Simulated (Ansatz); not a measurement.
LaB$_{6}$:
```xyz
7
Lattice="4.1297 0.0000 0.0000 0.0000 4.1297 0.0000 0.0000 0.0000 4.1297" Properties=species:S:1:pos:R:3 pbc="T T T"
La     0.0000     0.0000     0.0000
B      3.3052     2.0649     2.0649
B      0.8245     2.0649     2.0649
B      2.0649     3.3052     2.0649
B      2.0649     0.8245     2.0649
B      2.0649     2.0649     3.3052
B      2.0649     2.0649     0.8245
```

Relaxed with PBEsol. Special points in fractions of this cell's reciprocal vectors: Γ (0.000, 0.000, 0.000); X (0.000, 0.500, 0.000); M (0.500, 0.500, 0.000); R (0.500, 0.500, 0.500).

List the band energies nearest the Fermi level at these points for DFT-PBEsol with spin–orbit coupling in the program Ansatz with PAW potentials.

In eV from the Fermi level; about four levels below and three above (degenerate sets whole), none deeper than 8.9 eV; points with the same levels are listed once.

```csv
k,below,above
Γ,-1.90 -1.90 -1.90 -1.90 -1.88 -1.88,0.18 0.18 0.19 0.19 0.19 0.19
X,-2.58 -2.58 -1.49 -1.49,1.48 1.48 1.57 1.57
M,-2.90 -2.90 -2.90 -2.90,0.99 0.99 1.06 1.06
R,-2.40 -2.40 -2.40 -2.40 -2.40 -2.40,1.47 1.47 1.69 1.69 1.69 1.69
```

Space group Pm-3m. The PBEsol relaxation kept the symmetry of its start; of distortions, only those at the zone centre were tested.

Potentials: the earlier of the program's two PAW sets.
